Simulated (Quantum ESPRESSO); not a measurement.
# HfWGa6: a guest atom moved from site to site

Simulated, not a measurement. The program is pw.x of Quantum ESPRESSO 7.5 (plane-wave density functional theory). The cell is made up: eight metal atoms on a hexagonal close-packed lattice, with elements, volume, strain and displacements drawn at random and not relaxed, so it may be unstable or far from any real phase. PseudoDojo standard norm-conserving files set the functional (PBE unless stated); there is no spin polarisation or spin-orbit coupling, the Fermi-Dirac width of 0.25 eV means electrons at about 2900 K, and the masses in the input are unused placeholders. Heavy elements are run without spin-orbit coupling, which real alloys of them have. A spin test at this wide smearing found no moment, but such smearing suppresses magnetism that the real alloy may have.

The runs move one W atom among sites that otherwise hold Ga. Cell, positions, cutoff, mesh and smearing stay as in the input of run 1; sites are counted in its order. Stress in the tables is positive in tension.

Input of run 1:

```
&control calculation='scf', pseudo_dir='./dojo.nc.sr.pbe.v0_5.standard.upf', outdir='./o', disk_io='medium', tprnfor=.true., tstress=.true. /
&system ibrav=0, nat=8, ntyp=3, nbnd=62, ecutwfc=79.96652505, nosym=.true., tot_charge=0,
 occupations='smearing', smearing='fd', degauss=0.0183746611
/
&electrons conv_thr=1.470e-08, electron_maxstep=70, mixing_beta=0.5 /
ATOMIC_SPECIES
Ga 1.0 Ga.upf
Hf 1.0 Hf.upf
W 1.0 W.upf
CELL_PARAMETERS angstrom
0.0122 5.3137 0.0414
2.9138 0.046 4.794
2.9934 -0.0319 -4.843
ATOMIC_POSITIONS angstrom
Hf 0.0131 0.077 0.0466
W 2.881 0.0521 -0.1183
Ga 2.9335 1.7941 -2.3708
Ga 2.9129 1.7678 2.3803
Ga 1.4994 2.6769 0.0056
Ga 4.4767 2.638 -0.0203
Ga 1.5135 4.375 -2.3842
Ga 1.4416 4.5007 2.4491
K_POINTS automatic
5 5 5 1 1 1
```

| run | elements on sites 1 to 8 | free energy less that of run 1 (eV) | -TS (eV) | pressure (GPa) | stress xx (GPa) | stress yy (GPa) | stress zz (GPa) | stress yz (GPa) | stress xz (GPa) | stress xy (GPa) | iterations |
| --- | --- | --- | --- | --- | --- | --- | --- | --- | --- | --- | --- |
| 1 | Hf W Ga Ga Ga Ga Ga Ga | 0.000 | -0.848 | -7.80 | 7.59 | 11.36 | 4.44 | 0.67 | -0.47 | 0.35 | 11 |
| 2 | Hf Ga W Ga Ga Ga Ga Ga | 0.193 | -1.011 | -8.40 | 9.92 | 7.89 | 7.39 | -2.14 | -0.32 | 0.10 | 11 |
| 3 | Hf Ga Ga W Ga Ga Ga Ga | 0.332 | -0.996 | -8.43 | 10.13 | 7.74 | 7.43 | 2.37 | -0.38 | 0.41 | 11 |
| 4 | Hf Ga Ga Ga Ga Ga W Ga | 0.282 | -1.002 | -7.18 | 8.40 | 7.15 | 5.99 | 0.71 | 0.64 | 0.34 | 11 |
| 5 | Hf Ga Ga Ga Ga Ga Ga W | 0.290 | -0.972 | -7.08 | 8.73 | 6.79 | 5.72 | 0.56 | -1.49 | -0.06 | 11 |

Forces Fx Fy Fz (eV/Å):

| site | run 1 | run 2 | run 3 | run 4 | run 5 |
| --- | --- | --- | --- | --- | --- |
| 1 | -0.30 -0.21 -0.54 | -0.27 -0.14 -0.24 | -0.31 0.03 -0.10 | -0.43 -0.70 -0.19 | -0.22 -0.82 -0.15 |
| 2 | 0.37 0.10 0.60 | 0.38 -0.02 -0.01 | 0.37 -0.04 0.67 | 0.44 -0.40 0.35 | 0.36 -0.36 0.28 |
| 3 | 0.04 -0.25 0.17 | 0.03 -0.13 0.14 | 0.12 0.04 -0.18 | -0.30 0.24 -0.22 | 0.45 0.19 -0.21 |
| 4 | -0.02 -0.19 -0.30 | 0.00 0.06 -0.02 | -0.01 -0.24 -0.41 | 0.33 0.23 -0.05 | -0.38 0.23 -0.03 |
| 5 | 0.21 -0.04 0.09 | -0.07 0.04 0.12 | -0.11 0.02 0.07 | -0.20 0.21 -0.23 | -0.22 0.23 0.39 |
| 6 | -0.29 0.15 0.04 | -0.08 0.17 0.05 | -0.04 0.18 -0.13 | 0.12 0.40 0.34 | 0.09 0.38 -0.31 |
| 7 | -0.22 0.32 -0.09 | 0.01 0.10 -0.11 | -0.50 0.11 -0.05 | -0.10 0.25 -0.06 | -0.20 -0.01 -0.03 |
| 8 | 0.21 0.12 0.04 | -0.01 -0.09 0.08 | 0.47 -0.11 0.14 | 0.14 -0.23 0.05 | 0.13 0.17 0.06 |

The sites are displaced and not relaxed, so the energy differences mix bonding between neighbours with strain and are not ordering energies. A rerun of one cell of this series at a higher cutoff and on a denser mesh moved values by no more than 0.002 eV in energy, 0.23 GPa in stress and 0.014 eV/Å in force, and a second program with other atomic files agreed on that cell to 2 % rms in force and 0.5 GPa in pressure.